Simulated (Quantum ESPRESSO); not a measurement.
## Mg4S2SeO (input and log of a self-consistent run)

Computed values, not a measurement. The program is pw.x of Quantum ESPRESSO 7.5 (plane-wave density functional theory). The cell is made up: 8 atoms on a zincblende/diamond lattice, with randomly drawn elements, strain and displacements, not relaxed. PseudoDojo standard norm-conserving files (v0.5 for PBE, v0.4.1 for LDA and PBEsol) set the functional; there is no spin polarisation, spin-orbit coupling or dispersion term, and the masses in the input are unused placeholders.

Input:

```
&control calculation='scf', pseudo_dir='./dojo.nc.sr.pbe.v0_5.standard.upf', outdir='./o', disk_io='low', tprnfor=.true., tstress=.true. /
&system ibrav=0, nat=8, ntyp=4, nbnd=43, ecutwfc=107.82251126, nosym=.true., tot_charge=0,
 occupations='smearing', smearing='fd', degauss=0.0018374661
/
&electrons conv_thr=7.350e-09, electron_maxstep=60, /
ATOMIC_SPECIES
Mg 1.0 Mg.upf
O 1.0 O.upf
S 1.0 S.upf
Se 1.0 Se.upf
CELL_PARAMETERS angstrom
5.6651 0.0571 0.0279
0.0571 5.6851 -0.0718
0.0279 -0.0718 5.7282
ATOMIC_POSITIONS angstrom
Mg -0.1164 -0.0152 -0.0315
Mg 0.0479 2.8205 2.8124
Mg 2.837 0.0185 2.8776
Mg 2.8455 2.9816 -0.0091
S 1.4383 1.3737 1.489
Se 1.4617 4.129 4.2895
O 4.3181 1.3504 4.3707
S 4.3575 4.2763 1.3706
K_POINTS automatic
6 6 6 1 1 1
```

The log is shortened where brackets say so; the opening notice, blank lines, dates and the lines on written files are dropped, and the path of the files is cut. It prints rydbergs, bohrs and kilobars, and counts compression as positive stress.

```
     Program PWSCF v.7.5
     Parallel version (MPI & OpenMP), running on       4 processor cores
     Number of MPI processes:                 4
     Threads/MPI process:                     1
     [start-up lines left out]
     bravais-lattice index     =            0
     lattice parameter (alat)  =      10.7062  a.u.
     unit-cell volume          =    1244.6200 (a.u.)^3
     number of atoms/cell      =            8
     number of atomic types    =            4
     number of electrons       =        74.00
     number of Kohn-Sham states=           43
     kinetic-energy cutoff     =     107.8225  Ry
     charge density cutoff     =     431.2900  Ry
     scf convergence threshold =      7.3E-09
     mixing beta               =       0.7000
     number of iterations used =            8  plain     mixing
     Exchange-correlation= PBE
                           (   1   4   3   4   0   0   0)
     [axes and pseudopotential details left out]
   Cartesian axes
     site n.     atom                  positions (alat units)
         1        Mg     tau(   1) = (  -0.0205456  -0.0026829  -0.0055600  )
         2        Mg     tau(   2) = (   0.0084547   0.4978416   0.4964119  )
         3        Mg     tau(   3) = (   0.5007540   0.0032654   0.5079202  )
         4        Mg     tau(   4) = (   0.5022543   0.5262771  -0.0016062  )
         5        S      tau(   5) = (   0.2538719   0.2424694   0.2628208  )
         6        Se     tau(   6) = (   0.2580022   0.7288027   0.7571323  )
         7        O      tau(   7) = (   0.7621804   0.2383568   0.7714648  )
         8        S      tau(   8) = (   0.7691349   0.7548024   0.2419223  )
     number of k points=   108  Fermi-Dirac smearing, width (Ry)=  0.0018
     Number of k-points >= 100: set verbosity='high' to print them.
     Dense  grid:   188267 G-vectors     FFT dimensions: (  72,  72,  72)
     Estimated max dynamical RAM per process >     657.84 MB
     Estimated total dynamical RAM >       2.44 GB
     Initial potential from superposition of free atoms
     starting charge      73.9967, renormalised to      74.0000
     Starting wfcs are   41 randomized atomic wfcs +    2 random wfcs
     total cpu time spent up to now is       15.6 secs
     per-process dynamical memory:   552.4 Mb
     Self-consistent Calculation
     iteration #  1     ecut=   107.82 Ry     beta= 0.70
     Davidson diagonalization with overlap
     ethr =  1.00E-02,  avg # of iterations =  6.1
     total cpu time spent up to now is       64.5 secs
     total energy              =    -794.79141136 Ry
     estimated scf accuracy    <       1.21209277 Ry
     iteration #  2     ecut=   107.82 Ry     beta= 0.70
     Davidson diagonalization with overlap
     ethr =  1.64E-03,  avg # of iterations =  5.9
     total cpu time spent up to now is      114.0 secs
     total energy              =    -794.09432407 Ry
     estimated scf accuracy    <       6.44301782 Ry
     iteration #  3     ecut=   107.82 Ry     beta= 0.70
     Davidson diagonalization with overlap
     ethr =  1.64E-03,  avg # of iterations =  4.0
     total cpu time spent up to now is      164.4 secs
     total energy              =    -795.34728360 Ry
     estimated scf accuracy    <       0.34720186 Ry
     iteration #  4     ecut=   107.82 Ry     beta= 0.70
     Davidson diagonalization with overlap
     ethr =  4.69E-04,  avg # of iterations =  2.0
     total cpu time spent up to now is      208.5 secs
     total energy              =    -795.35290630 Ry
     estimated scf accuracy    <       0.07129749 Ry
     iteration #  5     ecut=   107.82 Ry     beta= 0.70
     Davidson diagonalization with overlap
     ethr =  9.63E-05,  avg # of iterations =  2.9
     total cpu time spent up to now is      251.6 secs
     total energy              =    -795.35702442 Ry
     estimated scf accuracy    <       0.00637747 Ry
     iteration #  6     ecut=   107.82 Ry     beta= 0.70
     Davidson diagonalization with overlap
     ethr =  8.62E-06,  avg # of iterations =  7.9
     total cpu time spent up to now is      310.9 secs
     total energy              =    -795.35860656 Ry
     estimated scf accuracy    <       0.00117788 Ry
     iteration #  7     ecut=   107.82 Ry     beta= 0.70
     Davidson diagonalization with overlap
     ethr =  1.59E-06,  avg # of iterations =  2.1
     total cpu time spent up to now is      353.1 secs
     total energy              =    -795.35877655 Ry
     estimated scf accuracy    <       0.00001150 Ry
     iteration #  8     ecut=   107.82 Ry     beta= 0.70
     Davidson diagonalization with overlap
     ethr =  1.55E-08,  avg # of iterations =  4.1
     total cpu time spent up to now is      400.5 secs
     total energy              =    -795.35878071 Ry
     estimated scf accuracy    <       0.00000125 Ry
     iteration #  9     ecut=   107.82 Ry     beta= 0.70
     Davidson diagonalization with overlap
     ethr =  1.70E-09,  avg # of iterations =  2.0
     total cpu time spent up to now is      445.4 secs
     total energy              =    -795.35878093 Ry
     estimated scf accuracy    <       0.00000013 Ry
     iteration # 10     ecut=   107.82 Ry     beta= 0.70
     Davidson diagonalization with overlap
     ethr =  1.76E-10,  avg # of iterations =  2.2
     total cpu time spent up to now is      498.4 secs
     total energy              =    -795.35878094 Ry
     estimated scf accuracy    <       0.00000006 Ry
     iteration # 11     ecut=   107.82 Ry     beta= 0.70
     Davidson diagonalization with overlap
     ethr =  8.12E-11,  avg # of iterations =  2.0
     total cpu time spent up to now is      541.9 secs
     End of self-consistent calculation
     [lines on levels left out]
!    total energy              =    -795.35878095 Ry
     estimated scf accuracy    <          3.9E-09 Ry
     smearing contrib. (-TS)   =      -0.00000000 Ry
     internal energy E=F+TS    =    -795.35878095 Ry
     The total energy is F=E-TS. E is the sum of the following terms:
     one-electron contribution =    -602.25757500 Ry
     hartree contribution      =     299.13486629 Ry
     xc contribution           =    -132.89512965 Ry
     ewald contribution        =    -359.34094258 Ry
     convergence has been achieved in  11 iterations
     Forces acting on atoms (cartesian axes, Ry/au):
     atom    1 type  1   force =    -0.03352689    0.07304161   -0.02719854
     atom    2 type  1   force =    -0.04880681   -0.05575249    0.01824587
     atom    3 type  1   force =     0.04691922    0.03024451    0.03737708
     atom    4 type  1   force =     0.05709866   -0.08836845    0.00921038
     atom    5 type  3   force =     0.00024801    0.00517608   -0.02797817
     atom    6 type  4   force =    -0.00096884    0.03876591   -0.02553042
     atom    7 type  2   force =    -0.00648400   -0.00432757    0.00005025
     atom    8 type  3   force =    -0.01447936    0.00122040    0.01582355
     Total force =     0.179379     Total SCF correction =     0.000181
     Computing stress (Cartesian axis) and pressure
          total   stress  (Ry/bohr**3)                   (kbar)     P=      -21.84
  -0.00012635  -0.00007571   0.00004630          -18.59      -11.14        6.81
  -0.00007571  -0.00017779   0.00003348          -11.14      -26.15        4.92
   0.00004630   0.00003348  -0.00014130            6.81        4.92      -20.79
     init_run     :     14.77s CPU     15.55s WALL (       1 calls)
     electrons    :    521.49s CPU    526.28s WALL (       1 calls)
     forces       :      6.06s CPU      6.10s WALL (       1 calls)
     stress       :     20.01s CPU     20.16s WALL (       1 calls)
     [timing details left out]
     PWSCF        :   9m22.98s CPU   9m28.97s WALL
     JOB DONE.
```

In other units: free energy -10821.407 eV for the cell, pressure -2.18 GPa, largest force component 2.272 eV/Å. This run is the check on a run of the same cell at 1170 eV and a 4 x 4 x 4 mesh: rerunning at 1467 eV and a 6 x 6 x 6 mesh moved values by no more than 0.002 eV in energy, 0.02 GPa in stress and 0.005 eV/Å in force.